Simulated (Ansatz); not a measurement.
## A film clamped to a substrate in BePd

The calculation used DFT r2SCAN, scalar-relativistic, plane waves, PAW in Ansatz 0.2.0. Cutoff 500 eV, Γ-centred 16×16×16 k-points, Gaussian smearing of 0.15 eV. No spin polarisation. Energies are free energies at this smearing, counted from the undisturbed cell; pressure is positive in compression.

Zero of the scan (as given, not relaxed at this level; it stands at -0.1 GPa, and it needn't be the usual structure):

```
Be Pd
1.0
     2.81300    0.00000    0.00000
     0.00000    2.81300    0.00000
     0.00000    0.00000    2.81300
Be Pd
1 1
Cartesian
  0.0000 0.0000 0.0000
  1.4065 1.4065 1.4065
```

The cell (2 atoms, V0 = 22.26 Å³) is strained by p along both x and y and by q along z, fractional coordinates fixed. τp = (1/V0) ∂E/∂p = (σxx + σyy)(1 + p)(1 + q) and τq = (1/V0) ∂E/∂q = σzz(1 + p)², with tension positive.

```csv
p,q,ΔE (meV/atom),τp (GPa),τq (GPa)
0.000,0.000,0.00,0.22,0.11
-0.015,0.000,5.90,-11.79,-5.57
0.015,0.000,5.92,10.97,5.00
0.000,-0.015,1.62,-4.92,-3.46
0.000,0.015,1.54,5.58,2.74
```

Question: Get the second derivatives of the energy density.

Answer: Central differences give A = ∂τp/∂p = 759 GPa (C11 + C22 + 2 C12), C = ∂τq/∂q = 207 GPa (C33) and the cross term B = ∂τq/∂p = 352 GPa (C13 + C23); ∂τp/∂q = 350 GPa must equal B, and any difference shows higher-order terms. The ions are clamped. In a cubic crystal C11 = C = 207, C12 = B/2 = 176 GPa and A should be 2(C11 + C12) = 765 GPa; the bulk modulus is (C11 + 2 C12)/3 = 186 GPa.

Question: A film of this crystal grows with z along the normal on a substrate that imposes p. How does its thickness respond, and what does the misfit cost?

Answer: Count p and q from the stress-free cell. A free surface needs τq = 0, so q = −(B/C) p = -1.70 p. The energy density left is (A − B²/C) p²/2 = M p², with the biaxial modulus M = 79 GPa (a small difference of large numbers, so errors of a few per cent in A, B and C become tens of per cent in M); a misfit of 1 % costs 0.55 meV/atom, against 2.64 meV/atom if the thickness were held.

In a metal these slopes depend on the k mesh and the smearing.